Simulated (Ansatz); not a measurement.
BeS: computed property card

BeS:
```xyz
4
Lattice="3.2710 0.0000 0.0000 -1.6355 2.8328 0.0000 0.0000 0.0000 5.2065" Properties=species:S:1:pos:R:3 pbc="T T T"
Be     0.0000     0.0000     0.0000
Be     0.0000     0.0000     2.6033
S      0.0000     1.8885     1.3016
S      1.6355     0.9443     3.9049
```

Space group P6_3/mmc (No. 194), NiAs type; conventional cell a = 3.2710 Å, b = 3.2710 Å, c = 5.2065 Å, α = 90.00°, β = 90.00°, γ = 120.00°.

Method: plane-wave PAW PBEsol (Ansatz code). Geometry: relaxed at this level of theory. Other levels are named where they apply.

### Cell and energy

- Volume per atom = 12.06 Å³
- Density = 2.83 g/cm³
- Formation energy from the elements (no fitted shifts) = -0.65 eV/atom

### Electronic structure

Band gap: 1.39 eV (indirect)
Valence-band maximum: at Γ
Conduction-band minimum: at K (2 equivalent valleys)
Smallest direct gap on the standard path: 3.40 eV
Electron effective mass: 0.35, 0.60, 0.60 mₑ (principal values)
Hole effective mass: 0.19, 4.0, 4.0 mₑ (principal values)
HSE06 gap on the PBEsol cell: 2.24 eV

### Mechanics

Bulk modulus (Birch–Murnaghan fit): 115 GPa
Pressure derivative B′: 3.8
Elastic constants (relaxed ions, GPa): C11 = 206, C12 = 93.6, C13 = 46.1, C33 = 249, C44 = 22.9
Mechanical stability: stable (all eigenvalues of C positive)
Hill bulk and shear moduli: 115 and 44.9 GPa
Young's modulus: 119 GPa
Poisson's ratio: 0.33
Debye temperature from the elastic constants: 580 K

### Dielectric response

* **Electronic dielectric constant ε∞ (DFPT)**: 9.00 (xx = yy), 9.92 (zz)
* **Born charges (a third of the trace)**: Be +2.70, S -2.70 e

### Phonons

- Highest zone-centre frequency (without LO–TO term): 17.85 THz
- Zone-centre stability: unstable, softest mode 177i cm⁻¹
- Dynamical stability on the path: unstable, down to 177i cm⁻¹

This is a known high-pressure phase of the composition, computed here at zero pressure and temperature. Symmetry was held in the PBEsol relaxation. The references are the lowest solids computed at this level, not always the standard phases.

Potentials: the earlier of the program's two PAW sets. The files were generated under PBE; for other functionals the program regenerates the frozen cores, and for LDA and PBEsol the local potential too.
